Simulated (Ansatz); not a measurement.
The end point of a relaxation of ZnSnP2. Space group I-42d (No. 122), chalcopyrite type. Method: PBEsol (plane waves to 420 eV, PAW, scalar-relativistic; Ansatz, an electronic-structure program).

```xyz
8
Lattice="-2.8107 2.8107 5.6405 2.8107 -2.8107 5.6405 2.8107 2.8107 -5.6405" Properties=species:S:1:pos:R:3 pbc="T T T"
Zn     0.0000     2.8107     2.8203
Zn     0.0000     0.0000     0.0000
Sn     2.8107     0.0000     2.8203
Sn     0.0000     0.0000     5.6405
P      1.4053     1.2679    -1.4101
P      1.4053     1.5427     4.2304
P      1.5427    -1.4053     7.0507
P      1.2679     4.2160     1.4101
```

```json
{
 "volume_per_atom": "22.28 Å³",
 "band_gap": "0.80 eV, direct at Γ (no spin-orbit coupling)",
 "shortest_distances": "P–Zn 2.36 Å; P–Sn 2.52 Å",
 "k-mesh": "8×8×8"
}
```

Band energies at high-symmetry points (eV from the VBM; labels of this space group; no spin-orbit coupling), from −5 eV up to 3.1 eV:

```csv
point,energies
Γ,-3.70 -3.70 -3.56 -3.51 -2.61 -2.61 -0.01 0.00 0.00 0.80 1.24 1.48
X,-4.95 -4.95 -3.46 -3.46 -1.59 -1.59 -1.12 -1.12 -0.84 -0.84 1.04 1.04 2.79 2.79
P,-2.54 -2.54 -2.26 -2.26 -1.13 -1.13 -1.10 -1.10 1.60 1.60 2.67 2.67
N,-4.35 -3.99 -3.89 -3.74 -2.69 -2.52 -2.30 -1.98 -1.52 -1.03 2.46 2.57 2.67
M,-3.48 -3.48 -3.03 -3.03 -2.70 -2.70 -1.75 -1.75 -1.44 -1.44 1.23 1.23 1.25 1.25 2.13 2.13
S,-4.40 -4.05 -3.56 -3.44 -3.00 -2.93 -2.24 -1.96 -1.15 -0.99 1.46 2.26 2.53 3.00
S0,-4.40 -4.05 -3.56 -3.44 -3.00 -2.93 -2.24 -1.96 -1.15 -0.99 1.46 2.26 2.53 3.00
R,-4.92 -4.92 -3.39 -3.39 -2.00 -2.00 -1.25 -1.25 -1.13 -1.13 1.39 1.39
```

No spin polarisation in the result.

The run could not lose the symmetry of its start; a randomly shaken copy of 8 atoms returns to this structure.
